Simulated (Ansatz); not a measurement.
A geometry of SnO$_{2}$ away from equilibrium: the start of the relaxation of a generated cell, SnO2 built in the CdI2 structure type. Computed with r2SCAN (plane waves to 500 eV, PAW, scalar-relativistic; Ansatz, a quantum-chemistry and plane-wave program). Γ-centred k-mesh 9×9×5 on the run's cell (coarser than for final values), Fermi–Dirac smearing 0.05 eV.

```xyz
3
Lattice="3.0066 0.0000 0.0000 -1.5033 2.6038 0.0000 0.0000 0.0000 4.8503" Properties=species:S:1:pos:R:3:forces:R:3 pbc="T T T" free_energy=-7174.832 pressure_GPa=2.9
Sn     0.0000     0.0000     0.0000    0.0000    0.0000    0.0000
O      0.0000     1.7359     1.2223    0.0000    0.0000   -2.4992
O      1.5033     0.8679     3.6280    0.0000    0.0000    2.4992
```

Positions in Å, forces in eV/Å, free energy of the cell in eV (comparable only within this code, potentials and settings). Largest force: 2.50 eV/Å, on O2, O3 (atoms numbered as listed); the geometry lies 0.26 eV/atom above the end of its relaxation.

No spin polarisation in the result. No dispersion correction is included, so spacings between layers, chains or molecules are soft and tend to come out too large.

The run could not lose the symmetry of its start; a randomly shaken copy of 6 atoms returns to this structure.

The end of the path is a generated cell of SnO2: the first start was made by placing the elements on the sites of a structure type, and the end was not matched to a known phase here, so it may be hypothetical. Known forms of SnO2 include space group No. 136.
